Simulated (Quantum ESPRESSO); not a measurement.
# Cu2Ta3PdTiRu: input and log of a self-consistent run

Simulated, not a measurement. The program is pw.x of Quantum ESPRESSO 7.5 (plane-wave density functional theory). The cell is made up: eight metal atoms on a hexagonal close-packed lattice, with elements, volume, strain and displacements drawn at random and not relaxed, so it may be unstable or far from any real phase. PseudoDojo standard norm-conserving files set the functional (PBE unless stated); there is no spin polarisation or spin-orbit coupling, the Fermi-Dirac width of 0.25 eV means electrons at about 2900 K, and the masses in the input are unused placeholders. The copper pseudopotential is less sure than most, with forces differing by about three percent and pressure by about two GPa from a second method on plain copper. Heavy elements are run without spin-orbit coupling, which real alloys of them have. A spin test at this wide smearing found no moment, but such smearing suppresses magnetism that the real alloy may have.

Input:

```
&control calculation='scf', pseudo_dir='./dojo.nc.sr.pbe.v0_5.standard.upf', outdir='./o', disk_io='minimal', tprnfor=.true., tstress=.true. /
&system ibrav=0, nat=8, ntyp=5, nbnd=78, ecutwfc=92.02030273, nosym=.true., tot_charge=0,
 occupations='smearing', smearing='fd', degauss=0.0183746611
/
&electrons conv_thr=1.470e-08, electron_maxstep=70, mixing_beta=0.5 /
ATOMIC_SPECIES
Cu 1.0 Cu.upf
Pd 1.0 Pd.upf
Ru 1.0 Ru.upf
Ta 1.0 Ta.upf
Ti 1.0 Ti.upf
CELL_PARAMETERS angstrom
-2.7472 0.0 0.0
0.0 4.7582 0.0
1.3736 -2.3791 -8.9106
ATOMIC_POSITIONS angstrom
Cu 0.0727 -0.0256 0.015
Ta 0.0325 1.5791 -2.2342
Cu 0.003 0.0224 -4.5123
Pd -0.0061 1.5539 -6.7281
Ta -1.2964 2.4425 0.0006
Ta -1.4578 3.9775 -2.2637
Ti -1.3735 2.4104 -4.4907
Ru -1.3493 -0.7696 -6.6624
K_POINTS automatic
9 5 3 1 1 1
```

The log is shortened where brackets say so; the opening notice, blank lines, dates and the lines on written files are dropped, and the path of the files is cut. It prints rydbergs, bohrs and kilobars, and counts compression as positive stress. Its total energy is the free energy E - TS of the whole cell.

```
     Program PWSCF v.7.5
     Parallel version (MPI & OpenMP), running on       4 processor cores
     Number of MPI processes:                 4
     Threads/MPI process:                     1
     [start-up lines left out]
     bravais-lattice index     =            0
     lattice parameter (alat)  =       5.1915  a.u.
     unit-cell volume          =     786.0253 (a.u.)^3
     number of atoms/cell      =            8
     number of atomic types    =            5
     number of electrons       =       123.00
     number of Kohn-Sham states=           78
     kinetic-energy cutoff     =      92.0203  Ry
     charge density cutoff     =     368.0812  Ry
     scf convergence threshold =      1.5E-08
     mixing beta               =       0.5000
     number of iterations used =            8  plain     mixing
     Exchange-correlation= PBE
                           (   1   4   3   4   0   0   0)
     [axes and pseudopotential details left out]
   Cartesian axes
     site n.     atom                  positions (alat units)
         1        Cu     tau(   1) = (   0.0264633  -0.0093186   0.0054601  )
         2        Ta     tau(   2) = (   0.0118302   0.5748034  -0.8132644  )
         3        Cu     tau(   3) = (   0.0010920   0.0081538  -1.6425087  )
         4        Pd     tau(   4) = (  -0.0022204   0.5656305  -2.4490754  )
         5        Ta     tau(   5) = (  -0.4718987   0.8890871   0.0002184  )
         6        Ta     tau(   6) = (  -0.5306494   1.4478378  -0.8240026  )
         7        Ti     tau(   7) = (  -0.4999636   0.8774024  -1.6346462  )
         8        Ru     tau(   8) = (  -0.4911546  -0.2801398  -2.4251602  )
     number of k points=    68  Fermi-Dirac smearing, width (Ry)=  0.0184
                       cart. coord. in units 2pi/alat
        k(    1) = (  -0.0555556   0.0577361  -0.0753639), wk =   0.0296296
        k(    2) = (  -0.0555556   0.0577361   0.1301740), wk =   0.0296296
     [further k points left out]
     Dense  grid:    93599 G-vectors     FFT dimensions: (  32,  60, 108)
     Estimated max dynamical RAM per process >     424.45 MB
     Estimated total dynamical RAM >       1.59 GB
     Initial potential from superposition of free atoms
     starting charge     122.9941, renormalised to     123.0000
     Starting wfcs are   79 randomized atomic wfcs
     total cpu time spent up to now is        9.3 secs
     per-process dynamical memory:   341.8 Mb
     Self-consistent Calculation
     iteration #  1     ecut=    92.02 Ry     beta= 0.50
     Davidson diagonalization with overlap
     ethr =  1.00E-02,  avg # of iterations =  4.7
     total cpu time spent up to now is       35.9 secs
     total energy              =   -1716.64279914 Ry
     estimated scf accuracy    <      35.73851096 Ry
     iteration #  2     ecut=    92.02 Ry     beta= 0.50
     Davidson diagonalization with overlap
     ethr =  1.00E-02,  avg # of iterations =  5.4
     total cpu time spent up to now is       72.0 secs
     total energy              =   -1726.09023835 Ry
     estimated scf accuracy    <     282.12372579 Ry
     iteration #  3     ecut=    92.02 Ry     beta= 0.50
     Davidson diagonalization with overlap
     ethr =  1.00E-02,  avg # of iterations =  5.7
     total cpu time spent up to now is      106.1 secs
     total energy              =   -1739.74181380 Ry
     estimated scf accuracy    <      28.98099815 Ry
     iteration #  4     ecut=    92.02 Ry     beta= 0.50
     Davidson diagonalization with overlap
     ethr =  1.00E-02,  avg # of iterations =  2.0
     total cpu time spent up to now is      127.2 secs
     total energy              =   -1741.30882833 Ry
     estimated scf accuracy    <      29.18434334 Ry
     iteration #  5     ecut=    92.02 Ry     beta= 0.50
     Davidson diagonalization with overlap
     ethr =  1.00E-02,  avg # of iterations =  1.0
     total cpu time spent up to now is      145.4 secs
     total energy              =   -1741.32193254 Ry
     estimated scf accuracy    <      14.77008130 Ry
     [iterations 6 to 16 left out]
     iteration # 17     ecut=    92.02 Ry     beta= 0.50
     Davidson diagonalization with overlap
     ethr =  4.15E-09,  avg # of iterations =  1.9
     total cpu time spent up to now is      388.9 secs
     total energy              =   -1740.85888260 Ry
     estimated scf accuracy    <       0.00000194 Ry
     iteration # 18     ecut=    92.02 Ry     beta= 0.50
     Davidson diagonalization with overlap
     ethr =  1.58E-09,  avg # of iterations =  1.2
     total cpu time spent up to now is      407.5 secs
     total energy              =   -1740.85888279 Ry
     estimated scf accuracy    <       0.00000019 Ry
     iteration # 19     ecut=    92.02 Ry     beta= 0.50
     Davidson diagonalization with overlap
     ethr =  1.53E-10,  avg # of iterations =  2.2
     total cpu time spent up to now is      427.5 secs
     total energy              =   -1740.85888281 Ry
     estimated scf accuracy    <       0.00000017 Ry
     iteration # 20     ecut=    92.02 Ry     beta= 0.50
     Davidson diagonalization with overlap
     ethr =  1.35E-10,  avg # of iterations =  1.0
     total cpu time spent up to now is      445.5 secs
     total energy              =   -1740.85888282 Ry
     estimated scf accuracy    <       0.00000002 Ry
     iteration # 21     ecut=    92.02 Ry     beta= 0.50
     Davidson diagonalization with overlap
     ethr =  1.90E-11,  avg # of iterations =  1.7
     total cpu time spent up to now is      464.8 secs
     End of self-consistent calculation
     [lines on levels left out]
!    total energy              =   -1740.85888282 Ry
     estimated scf accuracy    <          2.7E-09 Ry
     smearing contrib. (-TS)   =      -0.11062079 Ry
     internal energy E=F+TS    =   -1740.74826203 Ry
     The total energy is F=E-TS. E is the sum of the following terms:
     one-electron contribution =    -707.02096968 Ry
     hartree contribution      =     428.33316062 Ry
     xc contribution           =    -276.55452842 Ry
     ewald contribution        =   -1185.50592455 Ry
     convergence has been achieved in  21 iterations
     Forces acting on atoms (cartesian axes, Ry/au):
     atom    1 type  1   force =    -0.00695285    0.02652687    0.01458565
     atom    2 type  4   force =    -0.01280244    0.00639634   -0.02671353
     atom    3 type  1   force =    -0.00158854    0.00123482   -0.01389216
     atom    4 type  2   force =     0.00514798    0.03361075    0.02160844
     atom    5 type  4   force =     0.00730585   -0.04299779    0.08889117
     atom    6 type  4   force =     0.00747732    0.01141684   -0.00597638
     atom    7 type  5   force =     0.00613506   -0.00923910   -0.07878290
     atom    8 type  3   force =    -0.00472238   -0.02694872    0.00027974
     Total force =     0.144248     Total SCF correction =     0.000275
     Computing stress (Cartesian axis) and pressure
          total   stress  (Ry/bohr**3)                   (kbar)     P=      187.11
   0.00125748  -0.00010355  -0.00000136          184.98      -15.23       -0.20
  -0.00010355   0.00140934   0.00014966          -15.23      207.32       22.02
  -0.00000136   0.00014966   0.00114894           -0.20       22.02      169.01
     init_run     :      8.63s CPU      8.91s WALL (       1 calls)
     electrons    :    446.93s CPU    455.52s WALL (       1 calls)
     forces       :      3.36s CPU      3.36s WALL (       1 calls)
     stress       :     12.18s CPU     12.18s WALL (       1 calls)
     [timing details left out]
     PWSCF        :   7m51.45s CPU   8m 0.43s WALL
     JOB DONE.
```

In other units: free energy -23685.592 eV for the cell, pressure 18.71 GPa, largest force component 2.285 eV/Å in size. The run took 482 s of wall time with four MPI processes on a shared machine (Intel Xeon, 2023 or later, virtual cores), so the time is rough. A rerun of this cell at a higher cutoff and on a denser mesh moved values by no more than 0.009 eV in energy, 0.03 GPa in stress and 0.014 eV/Å in force, and a second program with other atomic files agreed on that cell to 2 % rms in force and 0.5 GPa in pressure.